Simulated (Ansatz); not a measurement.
The guess for Hf2BCl6 was made by a generator: ordered vacancies on the cation sites of perovskite (Fm-3m, No. 225) (occupants of the shared sites, in ratio, B: 1, vacant: 1). Its size is a rough estimate.

```xyz
9
Lattice="0.0000 3.9649 3.9649 3.9649 0.0000 3.9649 3.9649 3.9649 0.0000" Properties=species:S:1:pos:R:3 pbc="T T T"
Hf    1.9824    1.9824    1.9824
Hf    5.9473    5.9473    5.9473
B     0.0000    0.0000    0.0000
Cl    1.9824    3.9649    3.9649
Cl    5.9473    3.9649    3.9649
Cl    3.9649    1.9824    3.9649
Cl    3.9649    5.9473    3.9649
Cl    3.9649    3.9649    1.9824
Cl    3.9649    3.9649    5.9473
```

The calculation used Ansatz 0.2.0, DFT PBE, scalar-relativistic, plane waves, PAW. Cutoff 420 eV, Gaussian smearing, Γ-centred meshes. Cell and atoms relax first on a coarse mesh and then on a finer one. In between, the cell is made exact in the group found at 0.06 Å. In metals the finer mesh still leaves noise of several meV/atom or more. The steps can't lower the symmetry of their start. No spin polarisation.

A guess keeps its type if space group and coordination stay and the shape of the cell changes little (axis ratios within about 15 %, angles within 6°); the volume may change.

Question: Will the relaxed cell still be of the starting type?

Answer: It keeps its type. The symmetry stays Fm-3m (No. 225). The volume per atom grows by 29.0 %, from 13.9 to 17.9 Å³. The shortest distance goes from 1.98 Å (B–Cl) to 2.12 Å (B–Cl). Counting neighbours within 15 % of an atom's shortest distance, the start has B 6, Cl 1, Hf 12 and the end B 6, Cl 1, Hf 12.

Energies over the elements count from the elements' standard structures at the same level (Cl₂ as a molecule), with no fitted energy shifts.

Question: At what energy does it end?

Answer: +0.03 eV/atom. The formation energy is too near zero to say whether this cell lies below the elements.

The last run used an 8×8×8 mesh for its 9-atom cell and Gaussian smearing of 0.10 eV. The k mesh leaves some 4 meV/atom of noise in the energy of each metallic cell. Spin–orbit coupling, which can matter for Hf, is left out. An odd number of electrons in the primitive cell allows no gap without spin; a larger cell or a magnetic state could open one. The cell is a metal run without spin; a magnetic state may lie lower. Symmetry constrained the relaxation, so the result can be a saddle point.
